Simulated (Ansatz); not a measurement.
# TiAl: do energies and stresses tell the same story?

These are results of Ansatz, DFT PBEsol, scalar-relativistic, plane waves, PAW, not measurements.

Plane waves to 420 eV, a k mesh through Γ of 14×14×14 on the computed 2-atom cell and Gaussian smearing (0.10 eV); no spin polarisation.

Relaxed cell: Pm-3m, a = 3.156 Å, b = 3.156 Å, c = 3.156 Å, α = 90.00°, β = 90.00°, γ = 90.00°, 2 atoms in the primitive cell.

Energies at zero smearing and pressures from the stress tensor, at volumes with shape and atoms relaxed:
```json
{"V (Å³/atom)": "13.835", "E − E(first) (meV/atom)": "0.00", "P (GPa)": "19.43"}
{"V (Å³/atom)": "14.307", "E − E(first) (meV/atom)": "-48.01", "P (GPa)": "13.42"}
{"V (Å³/atom)": "14.779", "E − E(first) (meV/atom)": "-79.63", "P (GPa)": "8.26"}
{"V (Å³/atom)": "15.250", "E − E(first) (meV/atom)": "-97.13", "P (GPa)": "3.81"}
{"V (Å³/atom)": "15.722", "E − E(first) (meV/atom)": "-102.46", "P (GPa)": "-0.03"}
{"V (Å³/atom)": "16.193", "E − E(first) (meV/atom)": "-97.30", "P (GPa)": "-3.33"}
{"V (Å³/atom)": "16.665", "E − E(first) (meV/atom)": "-83.11", "P (GPa)": "-6.18"}
{"V (Å³/atom)": "17.294", "E − E(first) (meV/atom)": "-52.27", "P (GPa)": "-9.36"}
```

Q: Check P = −dE/dV between neighbouring volumes, and get the bulk modulus from the pressures alone.

A: With 1 eV/Å³ = 160.2 GPa:
| middle V (Å³/atom) | −ΔE/ΔV (GPa) | mean P (GPa) |
| --- | --- | --- |
| 14.071 | 16.310 | 16.428 |
| 14.543 | 10.740 | 10.840 |
| 15.014 | 5.944 | 6.030 |
| 15.486 | 1.810 | 1.888 |
| 15.958 | -1.752 | -1.681 |
| 16.429 | -4.822 | -4.755 |
| 16.980 | -7.857 | -7.769 |

The two differ by 0.12 GPa at most. The mean of two end pressures misses the average over a step by about ΔV² P″/12, up to 0.07 GPa here; with that taken off 0.04 GPa remains. The stress is the derivative of the free energy, not of the energy at zero smearing, and with free energies 0.00 GPa remains. Around V = 15.722 Å³/atom, the two neighbours give B = −V ΔP/ΔV = 15.722 × 7.14 / 0.943 = 119.0 GPa, against B0 = 118.6 GPa from the Birch–Murnaghan fit of the energies.